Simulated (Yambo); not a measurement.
## Ba$_{2}$MgMoO$_{6}$: lowest vertical excitons

```xyz
10
Lattice="0.0000 4.1061 4.1061 4.1061 0.0000 4.1061 4.1061 4.1061 0.0000" Properties=species:S:1:pos:R:3 pbc="T T T"
O      1.9605     4.1061     4.1061
O      6.2518     4.1061     4.1061
O      4.1061     1.9605     4.1061
O      4.1061     6.2518     4.1061
O      4.1061     4.1061     1.9605
O      4.1061     4.1061     6.2518
Mg     4.1061     4.1061     4.1061
Mo     0.0000     0.0000     0.0000
Ba     2.0531     2.0531     2.0531
Ba     6.1592     6.1592     6.1592
```

The geometry is that of Materials Project entry mp-1205825, symmetrised and not relaxed again.

BSE in Yambo on norm-conserving PBEsol (Quantum ESPRESSO, 84 Ry, no spin-orbit coupling) bands: 4×4×4 mesh, 17 valence and 6 conduction bands, static screening with 91 bands and a 3 Ry block, scissor 1.48 eV, Tamm-Dancoff; field along x.

```tsv
state	energy (eV)	states within 2 meV	relative strength	class	main transitions
1	2.70	1	< 0.01	dark	VB → CB (64 %)
2	2.81	3	< 0.01	dark	several band pairs
3	2.92	3	< 0.01	dark	several band pairs
4	3.09	3	< 0.01	dark	several band pairs
5	3.15	2	< 0.01	weak	VB → CB (99 %)
6	3.18	2	< 0.01	dark	several band pairs
7	3.22	1	< 0.01	dark	VB → CB (93 %)
8	3.29	3	< 0.01	dark	VB → CB (98 %)
```

These are vertical excitations (zero momentum). The direct quasiparticle gap on this mesh is 3.53 eV; counted from there, state 1 is bound by 0.83 eV. Convergence with the mesh was not shown.

Spin singlets only. Strengths are relative to the strongest of the lowest states of this run; strong means a line over 3 % of the spectrum's maximum, dark under 0.03 %. Absolute energies carry the error of the G0W0 scissor, whose convergence isn't established.

Spin-orbit splittings are left out.

The structure is a Materials Project entry; no match was found in the copy of COD used, and its stability was not checked.
